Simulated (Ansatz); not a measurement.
Bi (A7 (α-As type), space group No. 166) at seven volumes, LDA (plane waves, PAW; program Ansatz), shape and atoms relaxed at each. One row is withheld.

```
V (Å³/atom)  P (GPa)
-----------  -------
30.498          5.28
31.503          3.15
32.509          1.41
33.514          0.00
34.519         -1.13
35.525             ?
36.530         -2.65
```

Question: Fit the shown pressures and predict the withheld one.

Answer: Third-order Birch–Murnaghan: P = (3/2)B₀(x^(7/2) − x^(5/2))[1 + (3/4)(B′ − 4)(x − 1)] with x = (V₀/V)^(2/3). Least squares on the six rows gives V₀ = 33.518 Å³/atom, B₀ = 41.22 GPa, B′ = 6.58. At V = 35.525, x = 0.9620 and P = -1.98 GPa. The run itself gave -2.00 GPa.

Space group R-3m (A7 (α-As type)). The LDA relaxation kept the symmetry of its start. Spin–orbit coupling is left out wherever it is not named.

Potentials: the earlier of the program's two PAW sets. The files were generated under PBE; for other functionals the program regenerates the frozen cores, and for LDA and PBEsol the local potential too.
